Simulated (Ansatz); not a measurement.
A geometry of Ni away from equilibrium: step 12 of the relaxation of a randomly generated symmetric cell of Ni (space group No. 123). These are r2SCAN (plane waves to 500 eV, PAW, scalar-relativistic; Ansatz, an electronic-structure program) values and carry that method's errors. Γ-centred k-mesh 12×12×19 on the run's cell (coarser than for final values), Fermi–Dirac smearing 0.05 eV.

```xyz
1
Lattice="2.3208 0.0000 0.0000 0.0000 2.3208 0.0000 0.0000 0.0000 2.2399" Properties=species:S:1:pos:R:3:forces:R:3 pbc="T T T" free_energy=-5844.501 pressure_GPa=3.1
Ni     1.1604     1.1604     1.1200    0.0000    0.0000    0.0000
```

Positions in Å, forces in eV/Å, free energy of the cell in eV (comparable only within this code, potentials and settings). Largest force: all forces are below 0.005 eV/Å; the geometry lies 0.01 eV/atom above the end of its relaxation.

Spin-polarised start, with parallel moments on Ni.

Spin state reached: ferromagnetic (net 0.84 μB/atom), from parallel starting moments; other spin orders were not run from this start. r2SCAN tends to overstate moments in metals.

The run could not lower the symmetry of its start; a shaken copy of this end point relaxes with r2SCAN to Fm-3m (No. 225), 0.79 eV/atom lower.

The end of the path is a generated cell of Ni: the first start was made by a random draw of sites in a space group, and the end was not matched to a known phase here, so it may be hypothetical. Known forms of Ni include space group No. 225.
